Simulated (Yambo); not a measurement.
PbSe (rock salt, space group Fm-3m, No. 225), G0W0@PBE (Yambo, plasmon pole, terminator in G, 4×4×4 mesh): gap L → L in eV by bands and screening block.

```tsv
bands (W and G)	6 Ry	9 Ry	12 Ry	15 Ry
96	0.27	?	0.32	0.32
143	0.28	?	0.34	0.34
206	0.28	0.31	0.35	0.35
267	0.28	0.31	0.35	?
```

Q: Estimate the withheld gaps from their neighbours; the computed values follow.

A: 
- 96, 9 Ry: 0.29
- 143, 9 Ry: 0.30
- 267, 15 Ry: 0.36

The largest settings aren't shown to be the converged limit.

Spin-orbit coupling is not included.

Geometry relaxed with PBEsol; primitive cell a = b = c = 4.3108 Å, α = β = γ = 60.00°.

The potentials are those of PseudoDojo's stringent table.
